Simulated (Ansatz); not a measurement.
LuSb:
```xyz
2
Lattice="0.0000 3.0368 3.0368 3.0368 0.0000 3.0368 3.0368 3.0368 0.0000" Properties=species:S:1:pos:R:3 pbc="T T T"
Lu     0.0000     0.0000     0.0000
Sb     3.0368     3.0368     3.0368
```

Relaxed with r²SCAN. Special points in fractions of this cell's reciprocal vectors: Γ (0.000, 0.000, 0.000); X (0.500, 0.000, 0.500); U (0.625, 0.250, 0.625); K (0.375, 0.375, 0.750); L (0.500, 0.500, 0.500); W (0.500, 0.250, 0.750).

Q: List the band energies nearest the Fermi level at these points for r²SCAN in the plane-wave PAW code Ansatz.

A: In eV from the Fermi level; about four levels below and three above (degenerate sets whole), none deeper than 8.9 eV; points with the same levels are listed once.

```
k                    below                above
-  -----------------------  -------------------
Γ  -5.61 -5.59 -5.59 -5.59       0.60 0.60 0.60
X  -3.70 -1.21 -1.21 -0.42  1.93 2.90 4.26 4.26
U  -5.59 -3.42 -3.40 -1.74       1.02 3.39 3.73
L  -5.57 -5.19 -2.13 -2.13       3.41 3.45 3.45
W  -5.58 -3.06 -3.06 -2.95       2.48 2.68 2.68
```

Space group Fm-3m (rock salt). The workflow started from a Materials Project entry (that database holds measured and hypothetical structures alike); the Crystallography Open Database copy checked does not list it. Whether it is the stable phase at ambient conditions was not checked. The r²SCAN relaxation kept the symmetry of its start; its stability against distortions is not shown here. Spin–orbit coupling is left out wherever it is not named.

Potentials: the later of the program's two PAW sets.
